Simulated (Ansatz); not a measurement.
Ga₂O₃ in space group C2/m (No. 12; Pearson symbol mS20), PBEsol (plane waves, PAW; program Ansatz). The conduction-band minimum lies at Γ, with 1 equivalent valley. Second derivatives d²E/dk² of the lowest band at one valley (eV·Å²), along Cartesian directions:

```
direction  d²E/dk²
---------  -------
[100]        33.38
[010]        31.65
[001]        34.51
[110]        32.51
[101]        33.50
[011]        33.09
```

Task: Find the principal effective masses, the density-of-states mass and the conductivity mass.

Result: Off-diagonal terms follow from H_xy = H[110] − (H_xx + H_yy)/2, and m*/mₑ = 7.620 eV·Å² over each eigenvalue: 0.22, 0.23, 0.24. One valley's DOS mass (m₁m₂m₃)^(1/3) = 0.23, conductivity mass 3/(Σ 1/mᵢ) = 0.23 mₑ.

Task: What effective density of states Nc follows at 300 K for parabolic valleys?

Result: Nc = 2.509e19 × 1 × (0.23)^(3/2) ≈ 2.8e18 cm⁻³.

The cell was relaxed with PBEsol under the symmetry of its start. Scalar-relativistic: spin–orbit coupling is off unless named, which matters more the heavier the elements.

Potentials: the later of the program's two PAW sets.

Edges and masses are those of Kohn–Sham bands, whose gap is no quasiparticle gap.
